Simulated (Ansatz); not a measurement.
Li2O, in the lowest among the structures calculated here: Fm-3m (No. 225), cF12, anti-fluorite type; a = 4.580 Å, b = 4.580 Å, c = 4.580 Å, α = 90.00°, β = 90.00°, γ = 90.00°; O 4a (0.000, 0.000, 0.000); Li 8c (0.250, 0.250, 0.250). All values below come from PBEsol (plane waves to 420 eV, PAW, scalar-relativistic; Ansatz, an electronic-structure program). Element references, the lowest calculated here: Li (Fm-3m, not the ambient form), O (C2/m, ferromagnetic, forced by one molecule a cell; α-O2 is antiferromagnetic); gases are represented by their molecular solids.

### Question
What is the computed formation energy of this Fm-3m form of Li2O from the elements (PBEsol)?

### Answer
-1.86 eV/atom.

### Question
Is it stable against the other phases calculated?

### Answer
Yes: the most favourable decomposition, Li2O → Li + 0.5 Li2O2 (Li Fm-3m, Li2O2 P6₃/mmc), costs 0.90 eV/atom.

### Question
Over what range of chemical potentials is Li2O stable among the phases calculated here? Give the corners of its window as Δμ = μ − μ(element).

### Answer
| in equilibrium with | Δμ(Li) (eV) | Δμ(O) (eV) |
|---|---|---|
| Li | 0.00 | -5.59 |
| Li2O2 | -2.69 | -0.20 |

At every corner Σ nΔμ equals the formation energy, about -5.6 eV per formula unit; the corners carry the error of several atoms' energies, a few 0.01 eV.

This is the hull of the energies calculated here, no anion corrections; phases that were not calculated are missing from it. Values are rounded to 0.01 eV/atom. The compounds carry no spin polarisation.
